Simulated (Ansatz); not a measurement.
CuI:
```
CELL_PARAMETERS angstrom
      0.00000     3.03948     3.03948
      3.03948     0.00000     3.03948
      3.03948     3.03948     0.00000
ATOMIC_POSITIONS crystal
  Cu 0.75000 0.75000 0.75000
  I  0.00000 0.00000 0.00000
```

Relaxed with PBE.

### Question
Map the electron localisation function on the plane through (0.750, 0.750, 0.750) spanned by u = [1, 0, 0] and v = [-1, 1, 1] in lattice vectors, from PBE in the plane-wave PAW code Ansatz.

### Answer
x is the fraction of u, y of v (the angle between them is 90°; rows are the nearest grid lines); atoms in the plane: Cu at (0.00, 0.00), I at (0.50, 0.25).
```
|9952111245555421112599|
|9742111123333211112479|
|2221111100000011111222|
|1111111000000001111111|
|1111111000000001111111|
|1111000000000000001111|
|1100000000000000000011|
|0000000000000000000000|
|0000000000000000000000|
|0000000000000000000000|
|0000000001111000000000|
|0000000123333210000000|
|0000134667777664310000|
|0001356777777776531000|
|0002467766666677642000|
|0014676654334566764100|
|0125776642112466775210|
|1125776531451356775211|
|1124776531541356774211|
|1112477654334567742111|
|1111257766556677521111|
|2211136776666776311122|
|9742112467777642112479|
|9952111245555421112599|
```
Scale: ten equal steps from 0.007 (start of '0') to 0.931 (end of '9'), in the order '0123456789'; x runs from 0.000 to 1.00, y from 0.000 (bottom) to 1.00 (top).

The density is the valence pseudo-density with augmentation charge, so density and ELF within about 1 Å of a nucleus are not all-electron values.

Space group F-43m (zinc blende). The cell was relaxed with PBE under the symmetry of its start; phonons on a q-mesh show no instability. No spin polarisation was allowed. Scalar-relativistic: spin–orbit coupling is off unless named, which matters more the heavier the elements.

Potentials: the later of the program's two PAW sets.
